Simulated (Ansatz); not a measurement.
HfO2 in space group P4_2/nmc (No. 137; Hf on 2a, O on 4d), PBE in the plane-wave PAW code Ansatz. The conduction-band minimum lies at Γ, with 1 equivalent valley. Second derivatives d²E/dk² of the lowest band at one valley (eV·Å²), along Cartesian directions:

```csv
direction,d²E/dk²
[100],8.620
[010],8.620
[001],7.369
[110],8.623
[101],7.995
[011],7.995
```

Find the principal effective masses, the density-of-states mass and the conductivity mass.

Off-diagonal terms follow from H_xy = H[110] − (H_xx + H_yy)/2, and m*/mₑ = 7.620 eV·Å² over each eigenvalue: 0.88, 0.88, 1.0. One valley's DOS mass (m₁m₂m₃)^(1/3) = 0.93, conductivity mass 3/(Σ 1/mᵢ) = 0.93 mₑ.

What effective density of states Nc follows at 300 K for parabolic valleys?

Nc = 2.509e19 × 1 × (0.93)^(3/2) ≈ 2.3e19 cm⁻³.

With the computed static dielectric constant 660 (mean of the diagonal), estimate a hydrogenic donor's binding energy and radius.

E = 13.606 eV × 0.93/660² ≈ 0.029 meV; a = 0.529 Å × ε/m* ≈ 380 Å. Semilocal masses tend to be too small where the gap is.

This is a known high-temperature phase of the composition, computed here at zero pressure and temperature. Symmetry was held in the PBE relaxation; phonons on a q-mesh show weakly imaginary modes. No spin polarisation was allowed. Scalar-relativistic: spin–orbit coupling is off unless named, which matters more the heavier the elements.

Potentials: the later of the program's two PAW sets.
